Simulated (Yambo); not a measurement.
```
BeTe
1.0
    0.00000     2.71928     2.71928
    2.71928     0.00000     2.71928
    2.71928     2.71928     0.00000
Be Te
1 1
Direct
  0.00000   0.00000   0.00000
  0.25000   0.25000   0.25000
```

Response from Yambo on PBE (stringent potentials; Quantum ESPRESSO, PseudoDojo norm-conserving, 107 Ry, no spin-orbit coupling) bands: 12×12×12 mesh, 37 bands, 4 Ry local-field block, 0.2 eV broadening.

**Question.** Give the static electronic dielectric constant without and with local fields.

**Answer.** 
```json
[
 {"field along": "x", "ε(0), independent particles": "8.22", "ε(0), RPA with local fields": "7.19", "refractive index √ε": "2.68"}
]
```
Electronic (clamped-ion) response only. Spin-orbit coupling, left out here, changes gap and response of such heavy elements. Convergence of the RPA response with its 12×12×12 mesh was not tested.

Geometry strained from the cell relaxed with PBEsol, atoms relaxed again.
